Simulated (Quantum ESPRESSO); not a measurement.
# Band energies of Li2WS4

```
Li2WS4
1.0
   -2.98895     2.98895     4.50657
    2.98895    -2.98895     4.50657
    2.98895     2.98895    -4.50657
Li S W
2 4 1
Cartesian
  0.00000   2.98895   0.00000
  2.98895   0.00000   0.00000
 -1.69471   1.69471   3.27722
  1.69471   1.69471   5.73593
  1.69471  -1.69471   3.27722
  1.29424   1.29424   1.22936
  0.00000   0.00000   0.00000
```

PBEsol (pw.x of Quantum ESPRESSO, ONCV potentials, without SOC); path ΓXYSΓZS1NPY1Z,XP; energies in eV from the valence-band maximum.

```csv
k (1/Å),point,band 18,band 19,band 20,band 21,band 22,band 23,band 24,band 25
0.00,Γ,-2.02,-1.89,-1.48,-0.96,-0.96,2.39,2.69,2.86
0.25,,-1.77,-1.53,-1.39,-0.74,-0.73,2.51,2.72,2.96
0.50,,-1.67,-1.32,-0.83,-0.54,-0.26,2.66,2.74,3.27
0.74,X,-1.56,-1.24,-0.57,-0.54,0.00,2.68,2.69,3.24
0.74,Y,-1.21,-1.05,-0.56,-0.46,-0.21,2.19,2.48,3.08
1.04,S,-1.37,-0.74,-0.64,-0.50,-0.20,1.92,2.25,3.19
1.23,,-1.50,-1.04,-0.88,-0.74,-0.15,2.27,2.58,3.23
1.42,,-1.61,-1.35,-1.09,-0.99,-0.31,2.51,2.71,3.14
1.61,,-1.83,-1.57,-1.47,-0.99,-0.69,2.46,2.71,2.94
1.79,Γ,-2.02,-1.89,-1.48,-0.96,-0.96,2.39,2.69,2.86
2.14,,-1.46,-1.15,-0.91,-0.73,-0.73,2.03,2.24,3.52
2.32,,-1.26,-0.63,-0.63,-0.49,-0.49,1.82,1.91,3.34
2.49,Z,-1.19,-0.52,-0.38,-0.36,-0.36,1.61,1.88,3.22
2.49,S1,-1.37,-0.74,-0.64,-0.50,-0.20,1.92,2.25,3.19
2.91,N,-1.69,-1.42,-0.88,-0.34,-0.25,2.13,2.65,3.25
3.04,,-1.70,-1.28,-0.93,-0.30,-0.23,2.19,2.67,3.27
3.17,,-1.72,-1.22,-0.87,-0.24,-0.20,2.36,2.71,3.33
3.30,,-1.77,-1.41,-0.65,-0.19,-0.19,2.59,2.75,3.42
3.44,P,-1.81,-1.56,-0.54,-0.19,-0.19,2.70,2.78,3.47
3.55,,-1.62,-1.50,-0.58,-0.27,-0.12,2.66,2.74,3.37
3.67,,-1.43,-1.38,-0.65,-0.32,-0.12,2.54,2.66,3.25
3.79,,-1.27,-1.22,-0.65,-0.39,-0.15,2.37,2.59,3.14
3.91,Y1,-1.21,-1.05,-0.56,-0.46,-0.21,2.19,2.48,3.08
4.19,,-1.19,-0.59,-0.41,-0.37,-0.34,1.69,1.98,3.18
4.33,Z,-1.19,-0.52,-0.38,-0.36,-0.36,1.61,1.88,3.22
4.33,X,-1.56,-1.24,-0.57,-0.54,0.00,2.68,2.69,3.24
4.45,,-1.56,-1.34,-0.54,-0.49,-0.02,2.69,2.71,3.26
4.68,P,-1.81,-1.56,-0.54,-0.19,-0.19,2.70,2.78,3.47
```

The PBEsol gap is indirect, 1.61 eV, from X to Z; the smallest direct gap is 1.97 eV.

Without spin-orbit coupling, band edges of such heavy elements can be off by tenths of an eV.

Geometry relaxed with PBE+D3(BJ).

The structure is a Materials Project entry; no match was found in the copy of COD used, and its stability was not checked.
